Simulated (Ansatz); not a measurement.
## Does relaxation matter for the field gradients of MoS2 with Se replacing S?

Start: a supercell of MoS2 (space group P6_3/mmc) built from a COD entry, with all atoms left at the host's positions.

```yaml
crystal:
  lattice:
    - [9.50700, 0.00000, 0.00000]
    - [-3.16900, 5.48887, 0.00000]
    - [0.00000, 0.00000, 12.32400]
  atoms:
    - { symbol: Mo, position: [0.11111, 0.33333, 0.25000] }
    - { symbol: Mo, position: [0.11111, 0.83333, 0.25000] }
    - { symbol: Mo, position: [0.44444, 0.33333, 0.25000] }
    - { symbol: Mo, position: [0.44444, 0.83333, 0.25000] }
    - { symbol: Mo, position: [0.77778, 0.33333, 0.25000] }
    - { symbol: Mo, position: [0.77778, 0.83333, 0.25000] }
    - { symbol: Mo, position: [0.22222, 0.16667, 0.75000] }
    - { symbol: Mo, position: [0.22222, 0.66667, 0.75000] }
    - { symbol: Mo, position: [0.55556, 0.16667, 0.75000] }
    - { symbol: Mo, position: [0.55556, 0.66667, 0.75000] }
    - { symbol: Mo, position: [0.88889, 0.16667, 0.75000] }
    - { symbol: Mo, position: [0.88889, 0.66667, 0.75000] }
    - { symbol: Se, position: [0.11111, 0.33333, 0.62300] }
    - { symbol: S, position: [0.11111, 0.83333, 0.62300] }
    - { symbol: S, position: [0.44444, 0.33333, 0.62300] }
    - { symbol: S, position: [0.44444, 0.83333, 0.62300] }
    - { symbol: S, position: [0.77778, 0.33333, 0.62300] }
    - { symbol: S, position: [0.77778, 0.83333, 0.62300] }
    - { symbol: S, position: [0.22222, 0.16667, 0.12300] }
    - { symbol: S, position: [0.22222, 0.66667, 0.12300] }
    - { symbol: S, position: [0.55556, 0.16667, 0.12300] }
    - { symbol: S, position: [0.55556, 0.66667, 0.12300] }
    - { symbol: S, position: [0.88889, 0.16667, 0.12300] }
    - { symbol: S, position: [0.88889, 0.66667, 0.12300] }
    - { symbol: S, position: [0.11111, 0.33333, 0.87700] }
    - { symbol: S, position: [0.11111, 0.83333, 0.87700] }
    - { symbol: S, position: [0.44444, 0.33333, 0.87700] }
    - { symbol: S, position: [0.44444, 0.83333, 0.87700] }
    - { symbol: S, position: [0.77778, 0.33333, 0.87700] }
    - { symbol: S, position: [0.77778, 0.83333, 0.87700] }
    - { symbol: S, position: [0.22222, 0.16667, 0.37700] }
    - { symbol: S, position: [0.22222, 0.66667, 0.37700] }
    - { symbol: S, position: [0.55556, 0.16667, 0.37700] }
    - { symbol: S, position: [0.55556, 0.66667, 0.37700] }
    - { symbol: S, position: [0.88889, 0.16667, 0.37700] }
    - { symbol: S, position: [0.88889, 0.66667, 0.37700] }
```

Atom numbers follow the list; atoms alike are taken as one site, whose name carries the number of the first.

Computed with Ansatz: DFT, PBE, plane waves and PAW, scalar-relativistic, 420 eV cutoff, Γ-centred 3×4×2 k-points, Fermi–Dirac smearing 0.01 eV.

The largest force at the start is 2.9 eV/Å. Relaxing the ions at fixed cell moves them by 0.144 Å at most (atom 13, Se) and 0.029 Å rms.

```tsv
site	atom	moved (Å)	first shell before	first shell after	V_zz before (10²¹ V/m²)	η before
Mo2	2	0.010	6 S at 2.41 Å	6 S at 2.40–2.41 Å	-7.53	0.00
Mo7	7	0.022	5 S at 2.41 Å, 1 Se at 2.41 Å	5 S at 2.40 Å, 1 Se at 2.53 Å	-8.02	0.04
Mo8	8	0.022	5 S at 2.41 Å, 1 Se at 2.41 Å	5 S at 2.40 Å, 1 Se at 2.53 Å	-8.03	0.04
Mo10	10	0.022	6 S at 2.41 Å	6 S at 2.40–2.41 Å	-7.48	0.01
Mo11	11	0.023	5 S at 2.41 Å, 1 Se at 2.41 Å	5 S at 2.40 Å, 1 Se at 2.53 Å	-8.01	0.04
Se	13	0.144	3 Mo at 2.41 Å	3 Mo at 2.53 Å	-13.09	0.00
S25	25	0.015	3 Mo at 2.41 Å	3 Mo at 2.40 Å	-5.06	0.00
S26	26	0.016	3 Mo at 2.41 Å	3 Mo at 2.40–2.41 Å	-5.11	0.07
S27	27	0.020	3 Mo at 2.41 Å	3 Mo at 2.40–2.41 Å	-5.20	0.05
S29	29	0.018	3 Mo at 2.41 Å	3 Mo at 2.40–2.41 Å	-5.18	0.05
```

Question: How do the gradients change?

Answer: 

```tsv
site	atom	V_zz after	η after	change of V_zz
Mo2	2	-7.63	0.00	-0.10
Mo7	7	-7.33	0.06	+0.69
Mo8	8	-7.32	0.06	+0.71
Mo10	10	-7.54	0.07	-0.06
Mo11	11	-7.30	0.06	+0.71
Se	13	-8.11	0.01	+4.98
S25	25	-5.46	0.01	-0.40
S26	26	-5.12	0.10	-0.01
S27	27	-5.16	0.05	+0.04
S29	29	-5.19	0.06	-0.01
```

The largest change of V_zz is on Se, from -13.09 to -8.11. In per cent, |V_zz| changes by -9 to +1 on Mo, -38 on Se, -1 to +8 on S (all sites that start above 0.5). The table leaves out 21 of the 31 sites, with |V_zz| up to 7.65; their tensors move by 0.26 at most along any direction. The statements above cover all sites. The host's own positions weren't relaxed first, so part of the change far from the defect can be the host's relaxation.

The defect repeats with the cell of 36 atoms, so it feels its images: sites between two images don't show the values beside a lone defect, and zeros or small values of η there can come from the images' arrangement. Mo and S carry a gradient in the pure host already, so the values there aren't the defect's effect alone. Without spin–orbit coupling (the program notes it for Mo) the gradients can shift somewhat, as the gap is small.
Before: The neighbours have not yet relaxed around the defect (largest force 2.9 eV/Å), so a real crystal will differ.
